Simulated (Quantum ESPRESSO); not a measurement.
```cif
data_H2CdO2
_chemical_formula_sum 'H2 O2 Cd1'
_space_group_name_H-M_alt 'P 1'
_space_group_IT_number 1
_cell_length_a 3.54331
_cell_length_b 3.54331
_cell_length_c 4.58517
_cell_angle_alpha 90.000
_cell_angle_beta 90.000
_cell_angle_gamma 120.000
loop_
_space_group_symop_operation_xyz
  'x, y, z'
loop_
_atom_site_label
_atom_site_type_symbol
_atom_site_fract_x
_atom_site_fract_y
_atom_site_fract_z
_atom_site_occupancy
H1 H 0.66667 0.33333 0.54792 1
H2 H 0.33333 0.66667 0.45208 1
O1 O 0.66667 0.33333 0.75929 1
O2 O 0.33333 0.66667 0.24071 1
Cd1 Cd 0.00000 0.00000 0.00000 1
```

Cell and atoms were relaxed with PBE+D3(BJ) from Materials Project entry mp-625548, within its symmetry.

Question: What does norm-conserving PBEsol (Quantum ESPRESSO, 102 Ry, no spin-orbit coupling) give for the electronic structure near the Fermi level?

Answer: The PBEsol gap is indirect, 1.59 eV, from M to Γ; the smallest direct gap is 1.97 eV. Spin-orbit splittings are left out.

The structure is a Materials Project entry; no match was found in the copy of COD used, and its stability was not checked.
